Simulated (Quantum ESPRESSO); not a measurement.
Zn8S7Se, convergence and cost over cutoff and k mesh

Computed values, not a measurement. The program is pw.x of Quantum ESPRESSO 7.5 (plane-wave density functional theory). The cell is made up: 16 atoms on a doubled zincblende/diamond lattice, with randomly drawn elements, strain and displacements, not relaxed. PseudoDojo standard norm-conserving files (v0.5 for PBE, v0.4.1 for LDA and PBEsol) set the functional; there is no spin polarisation, spin-orbit coupling or dispersion term, and the masses in the input are unused placeholders.

Input of the run in row 4:

```
&control calculation='scf', pseudo_dir='./dojo.nc.sr.pbe.v0_5.standard.upf', outdir='./o', disk_io='low', tprnfor=.true., tstress=.true. /
&system ibrav=0, nat=16, ntyp=3, nbnd=115, ecutwfc=85.99341389, nosym=.true., tot_charge=0,
 occupations='smearing', smearing='fd', degauss=0.0018374661
/
&electrons conv_thr=7.350e-09, electron_maxstep=60, /
ATOMIC_SPECIES
S 1.0 S.upf
Se 1.0 Se.upf
Zn 1.0 Zn.upf
CELL_PARAMETERS angstrom
5.5622 -0.034 -0.001
-0.034 5.4802 0.0763
-0.002 0.1527 10.8709
ATOMIC_POSITIONS angstrom
Zn 0.0232 -0.0722 0.0145
Zn -0.0197 2.8947 2.7544
Zn 2.7402 -0.0105 2.7293
Zn 2.8609 2.7791 0.0881
Zn -0.05 0.1473 5.4829
Zn 0.0094 2.826 8.1776
Zn 2.796 0.0523 8.0458
Zn 2.8159 2.7994 5.4951
S 1.354 1.4278 1.4501
S 1.3043 4.1105 4.1532
S 4.1824 1.4079 3.9542
S 4.1889 4.0239 1.4143
S 1.4164 1.4593 6.8209
Se 1.3149 4.3022 9.5611
S 4.1534 1.473 9.499
S 4.2083 4.1074 7.02
K_POINTS automatic
4 4 2 1 1 1
```

The same cell was run at these settings. Meshes are shifted by half a step, and differences are from the last row, which is itself not exact.

```
cutoff (eV)     k mesh  k points solved  threshold (eV)  free energy less the last row's (eV)  pressure (GPa)  largest stress difference (GPa)  largest force difference (eV/Å)  iterations  wall time (s)  k-point pools                  processor
        819  2 x 2 x 2                4           1e-04                                 8.485          -40.17                            40.74                            0.029           8             66              4  Intel Xeon, 2023 or later
       1170  1 x 1 x 1                1           1e-07                                 3.064            2.23                             3.12                            0.138          11            141              4  Intel Xeon, 2023 or later
        671  4 x 4 x 2               16           1e-07                                87.489         -258.52                           259.36                            0.134          12            168              4  Intel Xeon, 2023 or later
       1170  4 x 4 x 2               16           1e-07                                 0.004            0.34                             0.00                            0.001          11            401              4  Intel Xeon, 2023 or later
       1467  6 x 6 x 4               72           1e-07                                 0.000            0.33                             0.00                            0.000          11           2945              4            AMD EPYC, older
```

Each pool is one process. Wall times include start-up and a band step at six k points, which weighs most on the coarsest meshes. The runs were on shared virtual cores whose load varied, so times are rough.